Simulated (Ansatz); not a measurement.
A distorted cell of K (bcc, W type):

```yaml
crystal:
  lattice:
    - [-5.27944, 5.27944, 5.27944]
    - [2.63972, -2.63972, 2.63972]
    - [2.63972, 2.63972, -2.63972]
  atoms:
    - { symbol: K, position: [0.00000, 0.01250, 0.98750] }
    - { symbol: K, position: [0.50000, 0.98750, 0.01250] }
```

Calculation: PBE (plane waves to 420 eV, PAW, scalar-relativistic; Ansatz, a quantum-chemistry and plane-wave program). k mesh 13×13×13 (Γ-centred), Fermi-Dirac smearing 0.05 eV. Compression counts positive. With partly filled bands, energies and forces of such displacements shift with the k mesh and the smearing. K was relaxed with its symmetry unable to fall.

Question: Predict the force on every atom, in eV/Å.

Answer: 
```
atom     Fx      Fy      Fz
----  -----  ------  ------
K1    0.000   0.003  -0.003
K2    0.000  -0.003   0.003
```

(For displaced atoms, the force is minus the slope of the energy, and its curvature is a force constant, which sets phonon frequencies.)
